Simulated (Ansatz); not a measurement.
The elements of this relaxed trial crystal are hidden behind letters.

```
lattice vectors (Å)
   5.8340    0.0000    0.0000
   0.0000    5.8340    0.0000
   0.0000    0.0000    5.8340
fractional positions
X 0.5000 0.0000 0.0000
X 0.0000 0.5000 0.0000
X 0.0000 0.0000 0.5000
Z 0.0000 0.5000 0.5000
Z 0.5000 0.0000 0.5000
Z 0.5000 0.5000 0.0000
Z 0.0000 0.0000 0.0000
Z 0.5000 0.5000 0.5000
```

All numbers below come from DFT PBE, scalar-relativistic, plane waves, PAW (Ansatz). Plane waves to 420 eV, a 6×6×6 mesh through Γ for the 8-atom cell and 0.10 eV Gaussian smearing; no spin polarisation.

| Property | Result |
| --- | --- |
| Space group | Pm-3m (No. 221) |
| Conventional cell | a = 5.834 Å |
| Volume per atom | 24.82 Å³ |
| Density | 6.33 g/cm³ |
| Formation energy | +0.14 eV/atom |
| Gap on the 6×6×6 mesh of the 8-atom cell | 0 eV (a metal) |

Energies are uncorrected and count from the elements' standard states at the same level.

Problem. X is a p-block element of period 5 and Z is a p-block element of period 4. Which elements are they?

Solution. X = Te, Z = As, so the formula is Te3As5. Density times volume gives a mean mass of 6.33 × 24.82/1.6605 = 94.6 u per atom, and this set has 94.7 u. Te has 6 As at 2.92 Å; As on a site of symmetry 4/mmm has 2 As at 2.92 Å and 4 Te at 2.92 Å; around As on a site of symmetry m-3m lie 6 Te at 2.92 Å; 1 more site not described. Other sets within the hints have nearly the same mass, so mass alone doesn't settle it; this one was computed.

These runs have no spin–orbit coupling, which can matter for Te. An odd number of electrons in the primitive cell allows no gap without spin; a larger cell or a magnetic state could open one. The cell is a metal run without spin; a magnetic state may lie lower. A structure relaxed within its symmetry needn't be a true minimum.
